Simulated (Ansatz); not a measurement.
**Ru (dhcp): energy against volume**

Method: DFT, revPBE, plane waves (420 eV) with PAW, scalar-relativistic (Ansatz 0.2.0). (PAW data from PBE, frozen cores regenerated.)

The cell is scaled uniformly from the relaxed one, with fractional coordinates and shape fixed. Energies are extrapolated to zero smearing, pressures are those at the given smearing. Magnetic state: spin not included.

A Birch-Murnaghan fit gives V₀ = 13.96 Å³/atom, B₀ = 296 GPa, B₀′ = 4.9.

(1) What are the energy above the minimum and the pressure at 13.421 Å³/atom?

(2) What are the energy above the minimum and the pressure at 14.540 Å³/atom?

(3) What are the energy above the minimum and the pressure at 15.099 Å³/atom?

Results:

(1) 20.5 meV/atom and 13.09 GPa as computed.

(2) 20.7 meV/atom and -10.63 GPa as computed.

(3) 73.9 meV/atom and -18.86 GPa as computed.
